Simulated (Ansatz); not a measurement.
## AlCr2C: pressure against volume

AlCr2C, P6_3/mmc, a = 2.814 Å, c = 12.583 Å. The structure is a Materials Project entry; whether it is the stable form wasn't checked. Ansatz: PBEsol, PAW, 420 eV, Γ-centred 12×12×4 mesh on 8 atoms, Gaussian smearing 0.10 eV; no spin polarisation. Shape and atoms are relaxed at each volume; pressure is positive in compression.

| V (Å³/atom) | P (GPa) |
| --- | --- |
| 9.489 | 33.91 |
| 9.813 | 23.26 |
| 10.136 | 14.22 |
| 10.460 | 6.55 |
| 10.783 | 0.00 |
| 11.107 | -5.53 |
| 11.430 | -10.24 |
| 11.861 | ? |

Task: Take V0 = 10.783 Å³/atom, fit the third-order Birch–Murnaghan form to the other rows, and predict the missing pressure.

Result: With the Eulerian strain f = ½[(V0/V)^(2/3) − 1] and y = P/[3f(1 + 2f)^(5/2)], the form is the line y = B0 + 1.5 B0 (B0′ − 4) f. Rows (f, y): 0.04448, 205.4; 0.03243, 204.3; 0.02106, 203.0; 0.01024, 202.7; -0.00977, 198.2; -0.01905, 197.5. Means f = 0.01323, y = 201.85; Σ(Δf)² = 0.002986, ΣΔfΔy = 0.3888; the slope is their ratio. y = 200.1 + 130.2 f GPa, so B0 = 200.1 GPa and B0′ = 4 + 2 × (130.2)/(3 × 200.1) = 4.43. At V = 11.861, f = -0.03077, y = 196.09 and P = -15.44 GPa. The run gave -15.40 GPa, so the fit is 0.04 GPa too low, within the rms miss on the fitted rows (0.04 GPa). The form still works here, 22 % of the fitted range beyond its end.

Spin polarisation was left out, and a magnetic state may lie lower.